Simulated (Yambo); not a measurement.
NaPF6 (space group Fm-3m, No. 225), G0W0@LDA in Yambo with this input:

```
rim_cut
gw0
dyson
el_el_corr
HF_and_locXC
ppa
em1d
RandQpts= 1000000
RandGvec= 1 Ry
EXXRLvcs= 88 Ry
VXCRLvcs= 352 Ry
Chimod= "HARTREE"
% BndsRnXp
 2 | 171 |
%
NGsBlkXp= 7 Ry
% LongDrXp
 1.0 | 1.0 | 1.0 |
%
PPAPntXp= 27.2114 eV
% GbndRnge
 1 | 171 |
%
GTermKind= "BG"
DysSolver= "n"
ExtendOut
```

On a 2×2×2 mesh, with wavefunctions cut at 88 Ry, the gap (Γ → Γ) is 12.644 eV and the valence edge shifts by -3.219 eV.

### Question
What happens with this change: 2 Ry block?

### Answer
The gap rises by 0.904 eV, to 13.548 eV; the shift of the valence edge becomes -4.168 eV. Neither run is shown to be the converged limit.

Geometry of the Materials Project entry, not relaxed at this level; primitive cell a = b = c = 5.451 Å, α = β = γ = 60.00°.

A shift is the quasiparticle energy of the state minus its LDA energy.
